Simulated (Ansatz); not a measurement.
The end of the path is a generated cell of H2: the first start was made by placing the elements on the sites of a structure type, and the end was not matched to a known phase here, so it may be hypothetical.

A geometry of H$_{2}$ away from equilibrium: the start of the relaxation of a generated cell, H2 built in the AFLOW prototype A_cP8_205_c. Method: PBEsol (plane waves to 420 eV, PAW, scalar-relativistic; Ansatz, a quantum-chemistry and plane-wave program). Γ-centred k-mesh 6×6×6 on the run's cell (coarser than for final values), Fermi–Dirac smearing 0.05 eV.

```xyz
8
Lattice="4.0193 0.0000 0.0000 0.0000 4.0193 0.0000 0.0000 0.0000 4.0193" Properties=species:S:1:pos:R:3:forces:R:3 pbc="T T T" free_energy=-124.855 pressure_GPa=-0.1
H      0.2238     0.2238     0.2238   -0.2567   -0.2567   -0.2567
H      2.2335     1.7858     3.7955   -0.2567    0.2567    0.2567
H      3.7955     2.2335     1.7858    0.2567   -0.2567    0.2567
H      1.7858     3.7955     2.2335    0.2567    0.2567   -0.2567
H      3.7955     3.7955     3.7955    0.2567    0.2567    0.2567
H      1.7858     2.2335     0.2238    0.2567   -0.2567   -0.2567
H      0.2238     1.7858     2.2335   -0.2567    0.2567   -0.2567
H      2.2335     0.2238     1.7858   -0.2567   -0.2567    0.2567
```

Positions in Å, forces in eV/Å, free energy of the cell in eV (comparable only within this code, potentials and settings). Largest force: 0.44 eV/Å, on H1, H2, H3, H4, H5, H6, H7, H8 (atoms numbered as listed); the geometry lies 0.01 eV/atom above the end of its relaxation.

No spin polarisation in the result.

The run could not lose the symmetry of its start, so the end can be a saddle point.
